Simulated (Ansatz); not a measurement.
Relaxed candidate structures of TiAs:

A. P6₃/mmc (No. 194), hP8; a = 3.599 Å, b = 3.599 Å, c = 11.961 Å, α = 90.00°, β = 90.00°, γ = 120.00°; Ti 4f (0.333, 0.667, 0.117); As 2a (0.000, 0.000, 0.000); As 2d (0.667, 0.333, 0.250)

B. Pm-3m (No. 221), cP2, CsCl type; a = b = c = 3.1508 Å, α = β = γ = 90.00°; Ti 1a (0.000, 0.000, 0.000); As 1b (0.500, 0.500, 0.500)

### Question
Order them by energy per atom (lowest first) at the level PBEsol (plane waves to 420 eV, PAW, scalar-relativistic; Ansatz, a quantum-chemistry and plane-wave program).

### Answer
A (reference, the lowest among the structures calculated here), B (+0.34 eV/atom)

Each run could gain symmetry but not lose that of its start, so entries can be saddle points. From databases, or of a type measured for this composition: P6₃/mmc, hP8; the others are generated cells (placed on structure types, drawn at random, substituted or restacked) that were not matched to a known phase here. Static energies at zero pressure. Each cell has its own k-point mesh; energy differences are given only to the digits this allows. No spin polarisation in the result.
